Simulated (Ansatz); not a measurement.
Relaxed-ion elastic tensor of Bi₂Se₃ in space group R-3m (No. 166; Bi on 6c, Se on 3a, Se on 6c) in GPa (Voigt order), plane-wave PAW r²SCAN+D4 (Ansatz code); density 7.42 g/cm³, 29.29 Å³ per atom.

|  | 1 | 2 | 3 | 4 | 5 | 6 |
|---|---|---|---|---|---|---|
| 1 | 83.4 | 23.8 | 17.1 | -8.2 | 0.0 | 0.0 |
| 2 | 23.8 | 83.4 | 17.1 | 8.2 | 0.0 | 0.0 |
| 3 | 17.1 | 17.1 | 31.6 | 0.0 | 0.0 | 0.0 |
| 4 | -8.2 | 8.2 | 0.0 | 16.1 | 0.0 | 0.0 |
| 5 | 0.0 | 0.0 | 0.0 | 0.0 | 16.1 | -8.2 |
| 6 | 0.0 | 0.0 | 0.0 | 0.0 | -8.2 | 29.8 |

Task: Is the crystal mechanically stable?

Result: Yes: the smallest eigenvalue of C is 12.3 GPa.

Task: Work out the Voigt, Reuss and Hill averages.

Result: K_V = 35.0, K_R = 27.5, K_H = 31.2; G_V = 21.8, G_R = 16.8, G_H = 19.3 GPa.

Task: Give Young's modulus, Poisson's ratio, Pugh's ratio and the universal anisotropy index.

Result: E = 9KG/(3K + G) = 48.0 GPa; ν = 0.24; K/G = 1.62 (brittle by the Pugh limit of 1.75); A_U = 5G_V/G_R + K_V/K_R − 6 = 1.74.

Task: Estimate the sound speeds and the Debye temperature.

Result: v_l = √((K + 4G/3)/ρ) = 2770 m/s, v_t = √(G/ρ) = 1610 m/s, mean 1790 m/s; Θ = (h/k)(3n/4πV)^(1/3) v_m = 173 K.

Task: How much does each axis shrink under pressure?

Result: Linear compressibilities β_i = Σ_j S_ij (j = 1 to 3): x 5.2, y 5.2, z 26 per TPa.

The cell was relaxed with r²SCAN+D4 under the symmetry of its start. Scalar-relativistic: spin–orbit coupling is off unless named, which matters more the heavier the elements.

Potentials: the earlier of the program's two PAW sets.
